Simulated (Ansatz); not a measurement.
## Te3Au: what symmetry allows forces and stress to be

```yaml
crystal:
  lattice:
    - [3.26769, 0.10468, 0.00000]
    - [0.10468, 3.33539, 0.00000]
    - [0.00000, 0.00000, 12.60460]
  atoms:
    - { symbol: Te, position: [0.00000, 0.00000, 0.18934] }
    - { symbol: Te, position: [0.00000, 0.00000, 0.50371] }
    - { symbol: Te, position: [0.00000, 0.00000, 0.80028] }
    - { symbol: Au, position: [0.00000, 0.00000, 0.00667] }
```

Method: DFT PBEsol, scalar-relativistic, plane waves, PAW in Ansatz 0.2.0.

Plane waves to 420 eV, a k mesh through Γ of 12×12×4 on the computed 4-atom cell and Gaussian smearing (0.10 eV); no spin polarisation.

This distorted cell has space group P2, with 2 operations.

Task: Without a calculation: in which directions can each atom feel a force?

Result: A force must be left unchanged by every operation that keeps its atom in place, so it lies in the space that those operations leave fixed. Atoms that the group maps onto each other feel forces of one size.
```tsv
atom	site symmetry	operations at the site	equivalent to atom	allowed force (Cartesian)
Te1	2	2	1	along (0.00, 0.00, 1.00)
Te2	2	2	2	along (0.00, 0.00, 1.00)
Te3	2	2	3	along (0.00, 0.00, 1.00)
Au4	2	2	4	along (0.00, 0.00, 1.00)
```

That leaves 4 independent force components of 12, tied by 1 condition that the forces sum to zero, so 3 remain. A relaxation in this cell that keeps the symmetry moves the atoms in these directions alone.

Task: And the stress tensor?

Result: It must be invariant under the point group, which leaves 4 independent components: yz, xz vanish.

Task: Do the computed values obey this?

Result: Yes. Forces (eV/Å):
```
Te1  0.000  0.000  4.560
Te2  0.000  0.000 -0.009
Te3  0.000  0.000 -0.400
Au4  0.000  0.000 -4.151
```

Stress (GPa, compression positive, xx yy zz yz xz xy): -6.45 -6.64 12.20 0.00 0.00 -0.55. The program imposes the same operations on density, forces and stress, so this confirms the analysis and is no independent test of the calculation.

Spin–orbit coupling is left out, which can shift energies with elements as heavy as these.